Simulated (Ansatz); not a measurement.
# Relaxing Cu

Theory: DFT r2SCAN, scalar-relativistic, plane waves, PAW (Ansatz). (500 eV cutoff, 8×12×12 k-mesh, Gaussian smearing of 0.10 eV, no spin polarisation)

What was changed: 0 of 6 Cu sites taken by Au, cell and atoms relaxed.

Command:

```bash
ansatz run input.yaml --threads 1 --pin off --max-ram 2560MiB --backend cpu --events-out ev --progress --plain --runs-dir out
```

Input:

```yaml
crystal:
  lattice:
    - [0.0, 0.0, 4.1298555597]
    - [3.7957541047, 2.1914796541, 0.0]
    - [-3.7957541047, 2.1914796541, 0.0]
  atoms:
    - { symbol: Cu, position: [0.25, 0.3333333333, 0.3333333333] }
    - { symbol: Cu, position: [0.25, 0.6666666667, 0.0] }
    - { symbol: Cu, position: [0.25, 0.0, 0.6666666667] }
    - { symbol: Cu, position: [0.75, 0.3333333333, 1.0] }
    - { symbol: Cu, position: [0.75, 0.6666666667, 0.6666666667] }
    - { symbol: Cu, position: [0.75, 0.0, 0.3333333333] }
basis:
  ecutwfc: 500
kpoints:
  mp_grid: { grid: [8, 12, 12] }
hamiltonian:
  xc: r2scan
scf:
  occupations: { method: gaussian, width: 0.1 }
output:
  forces: true
  stress: true
  eigenvalues: true
relax:
  adjacent_minimum: "off"
  f_tol: 0.015
  max_steps: 60
  cell: { stress_tol: 0.15 }
```

F is the free energy. Steps run on the plane waves of an earlier cell, but the last one, and at times one on the way, on a freshly chosen basis, so a repeated geometry can differ a little in energy.

Steps:

```
step F − F(1) (eV) largest force component (eV/Å) V (Å³/atom) P (GPa)
   1         0.0000                           0.000       11.451    -0.01
   2        -0.0009                           0.000       11.451    -0.01
   3        -0.0015                           0.000       11.450     0.01
   4        -0.0015                           0.000       11.450     0.01
```

Relaxed structure:

```xyz
6
Lattice="0.0000 0.0000 4.1496 3.7864 2.1861 0.0000 -3.7864 2.1861 0.0000" Properties=species:S:1:pos:R:3 pbc="T T T"
Cu    0.0000    1.4574    1.0374
Cu    2.5243    1.4574    1.0374
Cu   -2.5243    1.4574    1.0374
Cu   -2.5243    2.9148    3.1122
Cu    0.0000    2.9148    3.1122
Cu   -1.2621    0.7287    3.1122
```

It takes space group P6_3/mmc (No. 194, hexagonal). Conventional cell: a = 2.524 Å, b = 2.524 Å, c = 4.150 Å, α = 90.00°, β = 90.00°, γ = 120.00°. Cu (site symmetry -6m2) has 12 Cu at 2.52 to 2.54 Å as nearest neighbours.

The run converged. Time: 100 s on 1 thread of Intel(R) Xeon(R) 6975P-C (Granite Rapids) (shared host), peak memory 0.81 GiB.